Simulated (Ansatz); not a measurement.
The elements of this relaxed trial crystal are hidden behind letters.

```
lattice vectors (Å)
   0.0000    3.7431    3.7431
   3.7431    0.0000    3.7431
   3.7431    3.7431    0.0000
fractional positions
X 0.0000 0.0000 0.0000
Z 0.8374 0.5000 0.5000
Z 0.8374 0.5000 0.1626
Z 0.5000 0.8374 0.1626
Z 0.5000 0.8374 0.5000
Z 0.1626 0.5000 0.5000
Z 0.5000 0.1626 0.5000
Z 0.5000 0.1626 0.8374
Z 0.1626 0.5000 0.8374
Z 0.1626 0.8374 0.5000
Z 0.5000 0.5000 0.8374
Z 0.5000 0.5000 0.1626
Z 0.8374 0.1626 0.5000
```

Computed with Ansatz, DFT PBE, scalar-relativistic, plane waves, PAW. Cutoff 420 eV, Γ-centred 10×10×10 mesh (13-atom cell), Gaussian smearing of 0.10 eV, no spin polarisation.

* Space group: Fm-3m (No. 225)
* Conventional cell: a = 7.486 Å
* Volume per atom: 8.07 Å³
* Density: 3.16 g/cm³
* Formation energy: +0.23 eV/atom
* Gap on the 10×10×10 mesh of the 13-atom cell: 0 eV (a metal)

Energies are uncorrected and count from the elements' standard states at the same level.

Question: X is a p-block element of period 4 and Z is a p-block element of period 2. Which elements are they?

Answer: X = Ga, Z = B, so the formula is GaB12. Density times volume gives a mean mass of 3.16 × 8.07/1.6605 = 15.4 u per atom, and this set has 15.3 u. Among the elements that the hints allow, noble gases aside, only these give it. Ga has 24 B at 2.78 Å; B is surrounded by 5 B at 1.72–1.79 Å, 2 B at 2.53 Å and 2 Ga at 2.78 Å.

The cell is a metal run without spin; a magnetic state may lie lower. A structure relaxed within its symmetry needn't be a true minimum.
